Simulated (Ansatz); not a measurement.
Starting cell, Sn (beta-Sn type, space group I4_1/amd):

```yaml
crystal:
  lattice:
    - [-2.91651, 2.91651, 1.57919]
    - [2.91651, -2.91651, 1.57919]
    - [2.91651, 2.91651, -1.57919]
  atoms:
    - { symbol: Sn, position: [0.75000, 0.25000, 0.50000] }
    - { symbol: Sn, position: [0.00000, 0.00000, 0.00000] }
```

In this cell atom 1 (Sn, nearest neighbour Sn at 3.022 Å; its periodic images, 3.2 Å or more away, move with it) is moved by u·(1.000, 0.000, 0.000) + v·(0.000, 1.000, 0.000); the rest is frozen.

The numbers are results of PBEsol (plane waves to 420 eV, PAW, scalar-relativistic; Ansatz, a first-principles code), not measurements. k mesh 13×13×13 (Γ-centred), Fermi-Dirac smearing 0.05 eV. E stands for the smeared free energy. With partly filled bands, energies and forces of such displacements shift with the k mesh and the smearing. Sn was relaxed with its symmetry unable to fall. The zero of ΔE is the undisplaced structure. Axes are in Å.

Q: What ΔE (meV/cell) does the calculation give at all points of the grid u = -0.760, -0.380, 0.000, 0.380, 0.760 by v = -0.760, -0.380, 0.000, 0.380, 0.760?

A: ΔE (meV/cell), with u across and v down:

```csv
v \ u,-0.760,-0.380,0.000,0.380,0.760
-0.760,2438,1963,1996,1963,2438
-0.380,1963,584,328,584,1963
0.000,1996,328,0,328,1996
0.380,1963,584,328,584,1963
0.760,2438,1963,1996,1963,2438
```

(For displaced atoms, the force is minus the slope of the energy, and its curvature is a force constant, which sets phonon frequencies.)
